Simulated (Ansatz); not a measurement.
**La$_{2}$O$_{3}$: from a starting cell to a relaxed one**

The start is a relaxed La2O3 cell with every coordinate shifted by Gaussian noise of σ = 0.3 Å. The cell and all atomic positions are relaxed at zero pressure with r2SCAN (plane waves to 500 eV, PAW, scalar-relativistic; Ansatz, a first-principles code). The first steps use a coarse 7×7×4 k-mesh.

Initial structure:
```
La2O3
1.0
    3.93519     0.00000     0.00000
   -1.96759     3.40797     0.00000
    0.00000     0.00000     6.12567
La O
2 3
Direct
  0.40571   0.73326   0.21155
  0.63548   0.31763   0.77878
  0.93512   0.80311   0.03303
  0.34293   0.72032   0.66871
  0.79729   0.48746   0.35896
```

### Question
How large is the pressure on the unrelaxed cell, and of which sign?

### Answer
+10.1 GPa (positive: the cell is compressed).

### Question
How much energy is released per atom?

### Answer
0.64 eV/atom.

### Question
Is the parent structure recovered?

### Answer
The parent structure is recovered, P-3m1 (No. 164).

### Question
How do the shortest distances between atoms change?

### Answer
The closest pairs of elements (up to four, under 3.6 Å), start → end: La–O 2.14 → 2.37 Å; O–O 2.27 → 2.89 Å; La–La 3.32 → 3.78 Å.

Relaxed structure:

```cif
data_La2O3
_chemical_formula_sum 'La2 O3'
_space_group_name_H-M_alt 'P-3m1'
_space_group_IT_number 164
_space_group_name_Hall '-P 3 2"'
_cell_length_a 3.93528
_cell_length_b 3.93528
_cell_length_c 6.12571
_cell_angle_alpha 90.000
_cell_angle_beta 90.000
_cell_angle_gamma 120.000
loop_
_atom_site_label
_atom_site_type_symbol
_atom_site_symmetry_multiplicity
_atom_site_Wyckoff_symbol
_atom_site_fract_x
_atom_site_fract_y
_atom_site_fract_z
_atom_site_occupancy
La1 La 2 d 0.33333 0.66667 0.24612 1
O1 O 1 a 0.00000 0.00000 0.00000 1
O2 O 2 d 0.66667 0.33333 0.35388 1
```

Final values are on a 10×10×6 k-mesh of the relaxed cell. No spin polarisation in the result.
